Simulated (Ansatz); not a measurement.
ZrNi:
```yaml
crystal:
  lattice:
    - [1.62589, -4.94275, 0.00000]
    - [1.62589, 4.94275, 0.00000]
    - [0.00000, 0.00000, 4.02056]
  atoms:
    - { symbol: Zr, position: [0.63883, 0.36117, 0.25000] }
    - { symbol: Zr, position: [0.36117, 0.63883, 0.75000] }
    - { symbol: Ni, position: [0.91717, 0.08283, 0.25000] }
    - { symbol: Ni, position: [0.08283, 0.91717, 0.75000] }
```

Relaxed with PBEsol. Special points in fractions of this cell's reciprocal vectors: Γ (0.000, 0.000, 0.000); Y (-0.500, 0.500, 0.000); C0 (-0.277, 0.723, 0.000); Σ0 (0.277, 0.277, 0.000); Z (0.000, 0.000, 0.500); A0 (0.277, 0.277, 0.500); E0 (-0.277, 0.723, 0.500); T (-0.500, 0.500, 0.500); S (0.000, 0.500, 0.000); R (0.000, 0.500, 0.500).

Q: List the band energies nearest the Fermi level at these points for DFT-PBEsol with spin–orbit coupling in the program Ansatz with PAW potentials.

A: In eV from the Fermi level; about four levels below and three above (degenerate sets whole), none deeper than 8.9 eV; points with the same levels are listed once.

```
k                     below                above
--  -----------------------  -------------------
Γ   -1.59 -1.59 -0.04 -0.04  0.42 0.42 0.55 0.55
Y   -1.76 -1.76 -0.66 -0.66  0.33 0.33 0.45 0.45
C0  -1.02 -1.02 -0.06 -0.06  0.39 0.39 1.17 1.17
Z   -0.61 -0.61 -0.61 -0.61  0.55 0.55 0.55 0.55
A0  -0.64 -0.64 -0.62 -0.62  0.46 0.46 0.46 0.46
T   -1.07 -1.07 -1.07 -1.07  0.86 0.86 0.86 0.86
S   -1.36 -1.36 -0.93 -0.93  0.02 0.02 0.29 0.29
R   -0.19 -0.19 -0.19 -0.19  0.09 0.09 0.09 0.09
```

Space group Cmcm. The workflow started from a Materials Project entry (that database holds measured and hypothetical structures alike); the Crystallography Open Database files this formula in space group No. 63, but the cells were not matched. Whether it is the stable phase at ambient conditions was not checked. The PBEsol relaxation kept the symmetry of its start; whether a distortion lowers the energy is not shown. The run is not spin-polarised.

Potentials: the later of the program's two PAW sets.
